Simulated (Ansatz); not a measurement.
## Rh: opening a crack plane

Rh, Fm-3m, a = 3.780 Å. Ansatz: PBEsol, PAW, 420 eV, Γ-centred 25×25×5 mesh on 6 atoms, Gaussian smearing 0.15 eV; no spin polarisation. One cut on (111) per cell of 6 atoms is opened rigidly by x, between planes of Rh and Rh that stand 2.18 Å apart; y is the energy per area (6.187 Å², 1 eV/Å² = 16.02 J/m²).

```tsv
x (Å)	y (J/m²)
0.00	0.000
0.25	0.465
0.50	1.359
0.75	2.258
1.00	?
1.50	4.023
2.00	4.531
3.00	4.856
4.50	4.908
6.00	4.911
```

Question: Fit the universal binding curve y = W[1 − (1 + x/l) e^(−x/l)] to the other rows, give the peak stress, and predict the missing value.

Answer: Least squares gives W = 4.92 J/m² and l = 0.483 Å. The stress dy/dx peaks at x = l with W/(e l) = 37.5 GPa, for rigid faces. At x = 1.00: x/l = 2.070, y = 3.015 J/m². The run gave 3.014 J/m², so the fit is 0.001 J/m² too high, within the rms miss on the fitted rows (0.008 J/m²).

Cost: 12 runs of about 7.4 core-minutes in all, on Intel Xeon 6975P-C (Granite Rapids) (shared hosts).